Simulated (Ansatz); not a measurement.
Cu$_{3}$Si:
Space group P6₃/mmc (No. 194); a = b = 5.1126 Å, c = 4.0806 Å, α = β = 90.00°, γ = 120.00°

```json
[
 {"atom": "Si", "site": "2d", "symmetry": "-6m2", "x": "0.6667", "y": "0.3333", "z": "0.2500"},
 {"atom": "Cu", "site": "6h", "symmetry": "mm2", "x": "0.1676", "y": "0.3353", "z": "0.2500"}
]
```

Relaxed at zero pressure with PBEsol (plane waves, PAW; program Ansatz).

Task: The volume is raised by 6 % and shape and atoms relax at that volume. What pressure results, and how do the axes share the change?

Result: -8.4 GPa; a 2.2 %, b 2.2 %, c 1.5 %; the energy rises by 19 meV/atom.

Task: Give the new structure.

Result: 
Space group P6₃/mmc (No. 194); a = 5.2236 Å, b = 5.2236 Å, c = 4.1436 Å, α = 90.00°, β = 90.00°, γ = 120.00°

```
atom  site  symmetry       x       y       z
----  ----  --------  ------  ------  ------
Si      2d      -6m2  0.6667  0.3333  0.2500
Cu      6h       mm2  0.1678  0.3356  0.2500
```

The phase is kept; no other phase was compared at this pressure.

Space group P6_3/mmc. The workflow started from a Materials Project entry (that database holds measured and hypothetical structures alike); the Crystallography Open Database copy checked does not list it. Its standing as an ambient phase is unchecked. Symmetry was held in the PBEsol relaxation; whether a distortion lowers the energy is not shown. The run is not spin-polarised.

Potentials: the later of the program's two PAW sets.
